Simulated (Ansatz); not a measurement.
BaHfO3 (cubic perovskite)

```xyz
5
Lattice="4.2062 0.0000 0.0000 0.0000 4.2062 0.0000 0.0000 0.0000 4.2062" Properties=species:S:1:pos:R:3 pbc="T T T"
Ba     0.0000     0.0000     0.0000
Hf     2.1031     2.1031     2.1031
O      0.0000     2.1031     2.1031
O      2.1031     2.1031     0.0000
O      2.1031     0.0000     2.1031
```

The slice is a {100} plane (indices of the conventional cell) through the point (0.500, 0.500, 0.500) (fractional), spanned by u = [100] and v = [010] in vectors of this cell: u (4.21 Å) and v (4.21 Å, at 90° to u). It covers one period; positions are fractions (u, v).

These are PBE (plane waves to 420 eV, PAW, scalar-relativistic; Ansatz, a first-principles code) values and carry that method's errors. k mesh 8×8×8. Inside the PAW spheres the values are not all-electron values, and peaks at nuclei hang on which shells count as valence. BaHfO3 is run without spin polarisation. BaHfO3 was relaxed with its symmetry unable to fall. Spin-orbit coupling is left out, though Hf is heavy.

Problem. What is the ELF at the density minimum of the shortest Hf–O line in this plane (2.10 Å)?

Solution. 0.2.

Problem. What is the valence density on the shortest Hf–O line in this plane (2.10 Å), at its minimum between the atoms?

Solution. 0.68 e/Å³.

Problem. Predict the map of the electron localisation function (ELF) on the slice.

Solution. 
```
v \ u  0.00  0.11  0.21  0.32  0.43  0.54  0.64  0.75  0.86  0.96
-----  ----  ----  ----  ----  ----  ----  ----  ----  ----  ----
0.93      x  0.84  0.25  0.68  0.76     x  0.82  0.15  0.76     x
0.86   0.81  0.66  0.12  0.55  0.82  0.82  0.74  0.11  0.48  0.80
0.79   0.32  0.18  0.06  0.28  0.67  0.70  0.46  0.07  0.12  0.30
0.71   0.38  0.32  0.14  0.08  0.28  0.34  0.13  0.09  0.27  0.37
0.64   0.83  0.80  0.46  0.07  0.05  0.06  0.05  0.27  0.74  0.83
0.57      x  0.81  0.67  0.12  0.02  0.02  0.05  0.50  0.82     x
0.50      x  0.77  0.71  0.16  0.02  0.01  0.06  0.57  0.82     x
0.43      x  0.81  0.67  0.12  0.02  0.02  0.05  0.50  0.82     x
0.36   0.83  0.80  0.46  0.07  0.05  0.06  0.05  0.27  0.74  0.83
0.29   0.38  0.32  0.14  0.08  0.28  0.34  0.13  0.09  0.27  0.37
0.21   0.32  0.18  0.06  0.28  0.67  0.70  0.46  0.07  0.12  0.30
0.14   0.81  0.66  0.12  0.55  0.82  0.82  0.74  0.11  0.48  0.80
0.07      x  0.84  0.25  0.68  0.76     x  0.82  0.15  0.76     x
0.00      x  0.85  0.32  0.71     x     x  0.83  0.17  0.81     x
```

Values: electron localisation function (ELF). Points within 0.4 Å of a nucleus are blanked (x), as the pseudised field means little there.
